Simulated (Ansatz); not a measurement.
Data:

Te$_{2}$Mo:
```yaml
crystal:
  lattice:
    - [3.56350, 0.00000, 0.00000]
    - [-1.78175, 3.08608, 0.00000]
    - [0.00000, 0.00000, 14.73762]
  atoms:
    - { symbol: Te, position: [0.33333, 0.66667, 0.62856] }
    - { symbol: Te, position: [0.66667, 0.33333, 0.37144] }
    - { symbol: Te, position: [0.66667, 0.33333, 0.12856] }
    - { symbol: Te, position: [0.33333, 0.66667, 0.87144] }
    - { symbol: Mo, position: [0.33333, 0.66667, 0.25000] }
    - { symbol: Mo, position: [0.66667, 0.33333, 0.75000] }
```

This is the r²SCAN-relaxed structure.

### Question
All from plane-wave PAW r²SCAN (Ansatz code), unless another level is named. Predict the band gap.

### Answer
1.05 eV (indirect).

### Question
Next, the smallest direct gap on the standard path?

### Answer
1.06 eV.

### Question
What about the formation energy from the elements (no fitted shifts)?

### Answer
-0.30 eV/atom.

### Question
What about the valence-band maximum?

### Answer
at Γ.

### Question
Give the conduction-band minimum.

### Answer
on the K–Γ line, 41 % of the way from K (6 equivalent valleys).

Space group P6_3/mmc. Symmetry was held in the r²SCAN relaxation. No spin polarisation was allowed. A crystal of weakly bound layers computed without a dispersion correction: the cell and the soft elastic constants depend strongly on that. The references are the lowest solids computed at this level, not always the standard phases. Spin–orbit coupling is left out wherever it is not named.

Potentials: the later of the program's two PAW sets.
